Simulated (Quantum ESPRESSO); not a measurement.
```yaml
crystal:
  lattice:
    - [0.00000, 2.53235, 2.57053]
    - [2.53235, 0.00000, 2.57053]
    - [2.53235, 2.53235, 0.00000]
  atoms:
    - { symbol: Zr, position: [0.00000, 0.00000, 0.00000] }
    - { symbol: O, position: [0.25000, 0.25000, 0.25000] }
    - { symbol: O, position: [0.75000, 0.75000, 0.75000] }
```
The cell was made here from a computed Materials Project entry: strained by +1 % along the cube axis and by -0.5 % across it, atoms relaxed (PBE without dispersion, pw.x of a modified build of Quantum ESPRESSO, symmetry kept). The parent is ZrO2 in Fm-3m. Stability against distortions was not tested. The run has no spin polarisation.

A lattice sum over point charges, one formal value an element (Zr +4, O -2), with no Sternheimer factor, costs far less than a self-consistent run. Taken along the main axis of each site's self-consistent tensor, it gives:

```
site            V along that axis, point charges (a.u.)
--------------  ---------------------------------------
Zr (atom 1)                                      -0.003
O (atoms 2, 3)                                    0.007
```

Question: How do the values of the PAW reconstruction of the field gradient on a scalar-relativistic PBE ground state (Quantum ESPRESSO, JTH datasets) compare?

Answer: 
| site | Vzz, PAW (a.u.) | PAW over point charges |
|---|---|---|
| Zr | -0.077 | 23 |
| O | 0.048 | 7.3 |
  Cores are frozen. Against all-electron runs on small test molecules, this scheme's |Vzz| missed by −2 to +6 % on O. Zr had no test against all-electron runs.
